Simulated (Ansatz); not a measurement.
Here is an unrelaxed guess for CrCN.

```
Cr C N
1.0
     3.43768    0.00000    0.00000
    -1.71884    2.97712    0.00000
     0.00000    0.00000    3.37968
Cr C N
1 1 1
Direct
  0.33333 0.66667 0.50000
  0.00000 0.00000 0.00000
  0.66667 0.33333 0.50000
```

Theory: Ansatz, DFT PBE, scalar-relativistic, plane waves, PAW. Settings: cutoff 420 eV, Γ-centred mesh 6×6×6 on the computed 3-atom cell, Gaussian smearing of 0.10 eV; collinear spin from starting moments 3.0 0.0 0.0 μB.

The zero of energy is the elements' standard structures at the same level (N₂ as a molecule); no fitted shifts are applied.

Q: What does a single point on this coarse mesh give?

A: The pressure is -34.0 GPa (the mean over three directions, positive in compression), the largest force is 0.00 eV/Å (symmetry fixes the atoms), and the energy is +1.74 eV/atom against the elements. The shortest distance is 1.98 Å.

Q: How much does it gain on relaxing, and where does it end?

A: Relaxing gains about 0.45 eV/atom (the start's value is from the coarse mesh, so the gain is rough) in 12 ionic steps and ends at +1.29 eV/atom on the finer mesh. The symmetry stays P-6m2 (No. 187). The volume per atom shrinks by 27.4 %, from 11.5 to 8.4 Å³. The shortest distance goes from 1.98 Å (Cr–N) to 1.83 Å (Cr–N). Conventional cell: a = 3.174 Å, c = 2.879 Å. Cr is surrounded by 3 N at 1.83 Å and 6 C at 2.33 Å; around C lie 6 Cr at 2.33 Å and 6 N at 2.33 Å; around N lie 3 Cr at 1.83 Å and 6 C at 2.33 Å.

The last run used an 18×18×16 mesh (in the run's order of axes) for its 3-atom cell and Gaussian smearing of 0.10 eV. The reference form of C is held partly by dispersion forces, which this level lacks. Trial moments died out on the coarse mesh, so the last step has no spin; another magnetic start might hold. The relaxation can't lower the symmetry of the start. A structure relaxed within its symmetry needn't be a true minimum. Another cell of CrCN relaxed alike, in P4/mmm, lies 108 meV/atom lower, so this cell isn't the stable form at this level.
